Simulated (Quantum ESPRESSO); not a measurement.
# Mg2GaS3Cl: finding a planted mistake in a log

Computed values, not a measurement. The program is pw.x of Quantum ESPRESSO 7.5 (plane-wave density functional theory). The cell is made up: 7 atoms on a zincblende/diamond lattice with one site empty, with randomly drawn elements, strain and displacements, not relaxed. PseudoDojo standard norm-conserving files (v0.5 for PBE, v0.4.1 for LDA and PBEsol) set the functional; there is no spin polarisation, spin-orbit coupling or dispersion term, and the masses in the input are unused placeholders.

Intended input:

```
&control calculation='scf', pseudo_dir='./dojo.nc.sr.pbe.v0_5.standard.upf', outdir='./o', disk_io='medium', tprnfor=.true., tstress=.true. /
&system ibrav=0, nat=7, ntyp=4, nbnd=35, ecutwfc=84.00895049, nosym=.true., tot_charge=0,
 occupations='smearing', smearing='fd', degauss=0.0018374661
/
&electrons conv_thr=7.350e-09, electron_maxstep=60, /
ATOMIC_SPECIES
Cl 1.0 Cl.upf
Ga 1.0 Ga.upf
Mg 1.0 Mg.upf
S 1.0 S.upf
CELL_PARAMETERS angstrom
5.5489 0.0173 0.0784
0.0173 5.5304 -0.0522
0.0784 -0.0522 5.4896
ATOMIC_POSITIONS angstrom
Mg -0.026 3.0331 2.6647
Ga 2.7957 0.0256 2.8611
Mg 2.6767 2.9085 0.0897
S 1.3118 1.5651 1.4983
S 1.5265 3.9714 4.1568
Cl 4.2246 1.3744 4.1794
S 4.2122 4.0985 1.4458
K_POINTS automatic
4 4 4 1 1 1
```

The log is shortened where brackets say so; the opening notice, blank lines, dates and the lines on written files are dropped, and the path of the files is cut. It prints rydbergs, bohrs and kilobars, and counts compression as positive stress. Where no state is partly filled, the Fermi energy that it prints is only some level between the filled and the empty states on the mesh, and need not lie in the true gap.

Log of the intended run:

```
     Program PWSCF v.7.5
     Parallel version (MPI & OpenMP), running on       1 processor cores
     Number of MPI processes:                 1
     Threads/MPI process:                     1
     [start-up lines left out]
     bravais-lattice index     =            0
     lattice parameter (alat)  =      10.4870  a.u.
     unit-cell volume          =    1136.5002 (a.u.)^3
     number of atoms/cell      =            7
     number of atomic types    =            4
     number of electrons       =        58.00
     number of Kohn-Sham states=           35
     kinetic-energy cutoff     =      84.0090  Ry
     charge density cutoff     =     336.0358  Ry
     scf convergence threshold =      7.3E-09
     mixing beta               =       0.7000
     number of iterations used =            8  plain     mixing
     Exchange-correlation= PBE
                           (   1   4   3   4   0   0   0)
     [axes and pseudopotential details left out]
   Cartesian axes
     site n.     atom                  positions (alat units)
         1        Mg     tau(   1) = (  -0.0046851   0.5465556   0.4801710  )
         2        Ga     tau(   2) = (   0.5037769   0.0046130   0.5155617  )
         3        Mg     tau(   3) = (   0.4823334   0.5241031   0.0161637  )
         4        S      tau(   4) = (   0.2363825   0.2820264   0.2699892  )
         5        S      tau(   5) = (   0.2750708   0.7156345   0.7490430  )
         6        Cl     tau(   6) = (   0.7612604   0.2476628   0.7531155  )
         7        S      tau(   7) = (   0.7590260   0.7385376   0.2605289  )
     number of k points=    32  Fermi-Dirac smearing, width (Ry)=  0.0018
                       cart. coord. in units 2pi/alat
        k(    1) = (   0.1228420   0.1262345   0.1258095), wk =   0.0625000
        k(    2) = (   0.1192627   0.1286318   0.3786104), wk =   0.0625000
     [further k points left out]
     Dense  grid:   118291 G-vectors     FFT dimensions: (  64,  64,  64)
     Estimated max dynamical RAM per process >     147.55 MB
     Initial potential from superposition of free atoms
     starting charge      57.9956, renormalised to      58.0000
     Starting wfcs are   35 randomized atomic wfcs
     total cpu time spent up to now is       10.4 secs
     per-process dynamical memory:   104.6 Mb
     Self-consistent Calculation
     iteration #  1     ecut=    84.01 Ry     beta= 0.70
     Davidson diagonalization with overlap
     ethr =  1.00E-02,  avg # of iterations =  5.5
     Threshold (ethr) on eigenvalues was too large:
     Diagonalizing with lowered threshold
     Davidson diagonalization with overlap
     ethr =  9.11E-04,  avg # of iterations =  1.0
     total cpu time spent up to now is       66.6 secs
     total energy              =    -489.62575778 Ry
     estimated scf accuracy    <       0.51631794 Ry
     iteration #  2     ecut=    84.01 Ry     beta= 0.70
     Davidson diagonalization with overlap
     ethr =  8.90E-04,  avg # of iterations =  2.7
     total cpu time spent up to now is      100.1 secs
     total energy              =    -489.72981439 Ry
     estimated scf accuracy    <       0.35629432 Ry
     [iterations 3 to 9 left out]
     iteration # 10     ecut=    84.01 Ry     beta= 0.70
     Davidson diagonalization with overlap
     ethr =  3.13E-11,  avg # of iterations =  3.8
     total cpu time spent up to now is      353.6 secs
     total energy              =    -489.81784751 Ry
     estimated scf accuracy    <          9.2E-09 Ry
     iteration # 11     ecut=    84.01 Ry     beta= 0.70
     Davidson diagonalization with overlap
     ethr =  1.58E-11,  avg # of iterations =  2.0
     total cpu time spent up to now is      384.3 secs
     End of self-consistent calculation
     [lines on levels left out]
     the Fermi energy is     4.4852 ev
!    total energy              =    -489.81784751 Ry
     estimated scf accuracy    <          3.7E-10 Ry
     smearing contrib. (-TS)   =      -0.00000000 Ry
     internal energy E=F+TS    =    -489.81784751 Ry
     The total energy is F=E-TS. E is the sum of the following terms:
     one-electron contribution =    -327.59949669 Ry
     hartree contribution      =     178.40314909 Ry
     xc contribution           =    -101.62813193 Ry
     ewald contribution        =    -238.99336798 Ry
     convergence has been achieved in  11 iterations
     Forces acting on atoms (cartesian axes, Ry/au):
     atom    1 type  3   force =     0.05206773   -0.04868571    0.07120301
     atom    2 type  2   force =    -0.04485179   -0.02690347   -0.03905070
     atom    3 type  3   force =     0.03298227   -0.03930940    0.04464628
     atom    4 type  4   force =     0.04698842   -0.08429897    0.00649528
     atom    5 type  4   force =    -0.01263513    0.10109504   -0.04643646
     atom    6 type  1   force =     0.00134032   -0.00994017    0.00539854
     atom    7 type  4   force =    -0.07589182    0.10804268   -0.04225595
     Total force =     0.245517     Total SCF correction =     0.000047
     Computing stress (Cartesian axis) and pressure
          total   stress  (Ry/bohr**3)                   (kbar)     P=       31.75
   0.00026331  -0.00008590   0.00023377           38.73      -12.64       34.39
  -0.00008590   0.00006481   0.00000068          -12.64        9.53        0.10
   0.00023377   0.00000068   0.00031937           34.39        0.10       46.98
     init_run     :      9.77s CPU     10.27s WALL (       1 calls)
     electrons    :    353.38s CPU    373.89s WALL (       1 calls)
     forces       :      4.27s CPU      4.32s WALL (       1 calls)
     stress       :     15.96s CPU     16.09s WALL (       1 calls)
     [timing details left out]
     PWSCF        :   6m23.66s CPU   6m45.07s WALL
     JOB DONE.
```

A second run was made from an input with one planted mistake. Its log:

```
     Program PWSCF v.7.5
     Parallel version (MPI & OpenMP), running on       1 processor cores
     Number of MPI processes:                 1
     Threads/MPI process:                     1
     [start-up lines left out]
     bravais-lattice index     =            0
     lattice parameter (alat)  =      10.4870  a.u.
     unit-cell volume          =    1136.5002 (a.u.)^3
     number of atoms/cell      =            7
     number of atomic types    =            4
     number of electrons       =        59.00
     number of Kohn-Sham states=           36
     kinetic-energy cutoff     =      84.0090  Ry
     charge density cutoff     =     336.0358  Ry
     scf convergence threshold =      7.3E-09
     mixing beta               =       0.7000
     number of iterations used =            8  plain     mixing
     Exchange-correlation= PBE
                           (   1   4   3   4   0   0   0)
     [axes and pseudopotential details left out]
   Cartesian axes
     site n.     atom                  positions (alat units)
         1        Mg     tau(   1) = (  -0.0046851   0.5465556   0.4801710  )
         2        Ga     tau(   2) = (   0.5037769   0.0046130   0.5155617  )
         3        Mg     tau(   3) = (   0.4823334   0.5241031   0.0161637  )
         4        S      tau(   4) = (   0.2363825   0.2820264   0.2699892  )
         5        S      tau(   5) = (   0.2750708   0.7156345   0.7490430  )
         6        Cl     tau(   6) = (   0.7612604   0.2476628   0.7531155  )
         7        S      tau(   7) = (   0.7590260   0.7385376   0.2605289  )
     number of k points=    32  Fermi-Dirac smearing, width (Ry)=  0.0018
                       cart. coord. in units 2pi/alat
        k(    1) = (   0.1228420   0.1262345   0.1258095), wk =   0.0625000
        k(    2) = (   0.1192627   0.1286318   0.3786104), wk =   0.0625000
     [further k points left out]
     Dense  grid:   118291 G-vectors     FFT dimensions: (  64,  64,  64)
     Estimated max dynamical RAM per process >     148.69 MB
     Initial potential from superposition of free atoms
     starting charge      57.9956, renormalised to      59.0000
     Starting wfcs are   35 randomized atomic wfcs +    1 random wfcs
     total cpu time spent up to now is        9.4 secs
     per-process dynamical memory:   105.3 Mb
     Self-consistent Calculation
     iteration #  1     ecut=    84.01 Ry     beta= 0.70
     Davidson diagonalization with overlap
     ethr =  1.00E-02,  avg # of iterations =  5.7
     total cpu time spent up to now is       34.2 secs
     total energy              =    -489.12807692 Ry
     estimated scf accuracy    <       0.69051305 Ry
     iteration #  2     ecut=    84.01 Ry     beta= 0.70
     Davidson diagonalization with overlap
     ethr =  1.17E-03,  avg # of iterations =  3.7
     total cpu time spent up to now is       57.7 secs
     total energy              =    -489.30484053 Ry
     estimated scf accuracy    <       0.41134539 Ry
     [iterations 3 to 8 left out]
     iteration #  9     ecut=    84.01 Ry     beta= 0.70
     Davidson diagonalization with overlap
     ethr =  1.56E-10,  avg # of iterations =  3.8
     total cpu time spent up to now is      241.8 secs
     total energy              =    -489.40598716 Ry
     estimated scf accuracy    <       0.00000001 Ry
     iteration # 10     ecut=    84.01 Ry     beta= 0.70
     Davidson diagonalization with overlap
     ethr =  1.98E-11,  avg # of iterations =  2.8
     total cpu time spent up to now is      268.7 secs
     End of self-consistent calculation
     [lines on levels left out]
     the Fermi energy is     6.0707 ev
!    total energy              =    -489.40598717 Ry
     estimated scf accuracy    <          2.3E-09 Ry
     smearing contrib. (-TS)   =      -0.00072812 Ry
     internal energy E=F+TS    =    -489.40525904 Ry
     The total energy is F=E-TS. E is the sum of the following terms:
     one-electron contribution =    -327.36258645 Ry
     hartree contribution      =     179.32051981 Ry
     xc contribution           =    -102.36982443 Ry
     ewald contribution        =    -238.99336798 Ry
     convergence has been achieved in  10 iterations
     Forces acting on atoms (cartesian axes, Ry/au):
     atom    1 type  3   force =     0.05396195   -0.05267206    0.06467659
     atom    2 type  2   force =    -0.04639903   -0.01916720   -0.03833242
     atom    3 type  3   force =     0.02742087   -0.04105886    0.04449760
     atom    4 type  4   force =     0.01764871   -0.04349934   -0.01846842
     atom    5 type  4   force =    -0.03468736    0.05965440   -0.02396192
     atom    6 type  1   force =     0.03384387    0.02948969    0.03374164
     atom    7 type  4   force =    -0.05178900    0.06725338   -0.06215308
     Total force =     0.200946     Total SCF correction =     0.000192
     Computing stress (Cartesian axis) and pressure
          total   stress  (Ry/bohr**3)                   (kbar)     P=      157.40
   0.00107455  -0.00008979   0.00024385          158.07      -13.21       35.87
  -0.00008979   0.00103110  -0.00000940          -13.21      151.68       -1.38
   0.00024385  -0.00000940   0.00110426           35.87       -1.38      162.44
     init_run     :      8.88s CPU      9.29s WALL (       1 calls)
     electrons    :    237.20s CPU    259.33s WALL (       1 calls)
     forces       :      3.12s CPU      3.18s WALL (       1 calls)
     stress       :     12.32s CPU     12.40s WALL (       1 calls)
     [timing details left out]
     PWSCF        :   4m21.72s CPU   4m44.52s WALL
     JOB DONE.
```

Question: what was wrong in the second input?

Answer: the cell has the wrong charge. The input lines that differ, file-writing options aside:

```
- &system ibrav=0, nat=7, ntyp=4, nbnd=35, ecutwfc=84.00895049, nosym=.true., tot_charge=0,
+ &system ibrav=0, nat=7, ntyp=4, nbnd=36, ecutwfc=84.00895049, nosym=.true., tot_charge=-1,
```

|  | intended run | run with the mistake |
| --- | --- | --- |
| free energy (eV) | -6664.311 | -6658.708 |
| smearing term -TS (eV) | 0.0000 | -0.0099 |
| pressure (GPa) | 3.18 | 15.74 |
| largest force component (eV/Å) | 2.778 | 1.729 |
| largest change of a force component (eV/Å) |  | 1.065 |
| iterations | 11 | 10 |

For scale, a rerun of the intended cell at 1437 eV and a 6 x 6 x 6 mesh moved values by no more than 0.002 eV in energy, 0.02 GPa in stress and 0.006 eV/Å in force. The charged cell sits in a uniform background, so its energy and stress rest on the program's zero of potential. The number of bands, nbnd, was set by rule from the electron count and the smearing, so it follows the mistake.